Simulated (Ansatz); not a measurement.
Given:

Si2Ni:
```cif
data_NiSi2
_chemical_formula_sum 'Ni1 Si2'
_space_group_name_H-M_alt 'P 1'
_space_group_IT_number 1
_cell_length_a 4.21048
_cell_length_b 4.21048
_cell_length_c 2.46201
_cell_angle_alpha 90.000
_cell_angle_beta 90.000
_cell_angle_gamma 120.000
loop_
_space_group_symop_operation_xyz
  'x, y, z'
loop_
_atom_site_label
_atom_site_type_symbol
_atom_site_fract_x
_atom_site_fract_y
_atom_site_fract_z
_atom_site_occupancy
Ni1 Ni 0.00000 0.00000 0.00000 1
Si1 Si 0.33333 0.66667 0.50000 1
Si2 Si 0.66667 0.33333 0.50000 1
```

This is the r²SCAN+D4-relaxed structure.

### Question
All from r²SCAN+D4 in the plane-wave PAW code Ansatz, unless another level is named. Give the electronic character.

### Answer
metallic (no gap).

### Question
Next, the density of states at the Fermi level?

### Answer
0.64 states/eV per atom (mean over ±0.08 eV).

### Question
What about the formation energy from the elements (no fitted shifts)?

### Answer
344 meV/atom.

Space group P6/mmm. A made-up cell: these elements were put on the sites of a structure type; neither database checked (COD, Materials Project) lists it. It is not the phase usual at ambient conditions (space group No. 225). The r²SCAN+D4 relaxation kept the symmetry of its start; whether a distortion lowers the energy is not shown. The workflow began spin-polarised and lost its moments. The cell computed holds one magnetic atom, so no antiferromagnetic order was within reach. Other orbital occupations within this spin state were not tried. The references are the lowest solids computed at this level, not always the standard phases.

Potentials: the earlier of the program's two PAW sets.
